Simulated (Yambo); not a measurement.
Material: K2TiF6 (space group P-3m1, No. 164); a = 5.6851 Å, b = 5.6851 Å, c = 4.5902 Å, α = 90.00°, β = 90.00°, γ = 120.00° (9 atoms in the cell). The geometry is that of Materials Project entry mp-3970, symmetrised and not relaxed again.

With LDA (pw.x of Quantum ESPRESSO, ONCV potentials, without SOC), the gap between the mesh's edge points (Γ → Γ) is 4.931 eV.

Q: Estimate the G0W0 gap between the same points from Yambo (3×3×2 Γ-centred k mesh, bands 2 to 198 and a 7 Ry block in the screening, 198 bands in G with the Bruneval-Gonze terminator, plasmon pole fitted at 27.2 eV).

A: The correction is 4.526 eV, giving 9.457 eV, 1.9 times the LDA value.  Nearest settings tried, and what they do to the gap: 157 bands in W, 157 bands in G: -3 meV; 6 Ry block (229 vectors against 283): +70 meV. Not varied: mesh. So the settings aren't converged at that level.
